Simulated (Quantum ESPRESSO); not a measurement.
# Al4NFO4: convergence and cost over cutoff and k mesh

Computed values, not a measurement. The program is pw.x of Quantum ESPRESSO 7.5 (plane-wave density functional theory). The cell is made up: 10 atoms on a corundum lattice, with randomly drawn elements, strain and displacements, not relaxed. PseudoDojo standard norm-conserving files (v0.5 for PBE, v0.4.1 for LDA and PBEsol) set the functional; there is no spin polarisation, spin-orbit coupling or dispersion term, and the masses in the input are unused placeholders.

Input of the run in row 4:

```
&control calculation='scf', pseudo_dir='./dojo.nc.sr.pbe.v0_5.standard.upf', outdir='./o', disk_io='low', tprnfor=.true., tstress=.true. /
&system ibrav=0, nat=10, ntyp=4, nbnd=30, ecutwfc=84.00895049, nosym=.true., tot_charge=0,
 occupations='smearing', smearing='fd', degauss=0.0018374661
/
&electrons conv_thr=7.350e-09, electron_maxstep=60, /
ATOMIC_SPECIES
Al 1.0 Al.upf
F 1.0 F.upf
N 1.0 N.upf
O 1.0 O.upf
CELL_PARAMETERS angstrom
2.4396 1.3866 4.3162
-2.3925 1.3798 4.2924
0.0177 -2.752 4.2997
ATOMIC_POSITIONS angstrom
Al 0.0695 0.066 4.5275
Al 0.0569 -0.0292 1.9624
Al -0.0397 -0.0133 8.3818
Al -0.0079 0.0125 11.052
N -0.8948 1.3146 7.5135
F -0.6786 -1.4905 7.4359
O 1.6909 0.1415 7.5375
O 1.0186 -1.3382 5.3255
O 0.7128 1.4016 5.4111
O -1.6488 -0.1509 5.4265
K_POINTS automatic
6 6 6 1 1 1
```

The same cell was run at these settings. Meshes are shifted by half a step, and differences are from the last row, which is itself not exact.

| cutoff (eV) | k mesh | k points solved | threshold (eV) | free energy less the last row's (eV) | pressure (GPa) | largest stress difference (GPa) | largest force difference (eV/Å) | iterations | wall time (s) | k-point pools | processor |
| --- | --- | --- | --- | --- | --- | --- | --- | --- | --- | --- | --- |
| 800 | 2 x 2 x 2 | 4 | 1e-04 | 0.947 | 2.14 | 12.55 | 0.052 | 9 | 14 | 4 | Intel Xeon, older |
| 1143 | 2 x 2 x 2 | 4 | 1e-07 | 0.025 | 14.46 | 0.13 | 0.039 | 12 | 21 | 4 | Intel Xeon, older |
| 827 | 6 x 6 x 6 | 108 | 1e-07 | 0.634 | 5.35 | 9.13 | 0.018 | 12 | 120 | 4 | Intel Xeon, older |
| 1143 | 6 x 6 x 6 | 108 | 1e-07 | 0.003 | 14.45 | 0.01 | 0.000 | 12 | 207 | 4 | Intel Xeon, older |
| 1437 | 8 x 8 x 8 | 256 | 1e-07 | 0.000 | 14.46 | 0.00 | 0.000 | 12 | 580 | 4 | Intel Xeon, older |

Each pool is one process. Wall times include start-up and a band step at six k points, which weighs most on the coarsest meshes. The runs were on shared virtual cores whose load varied, so times are rough.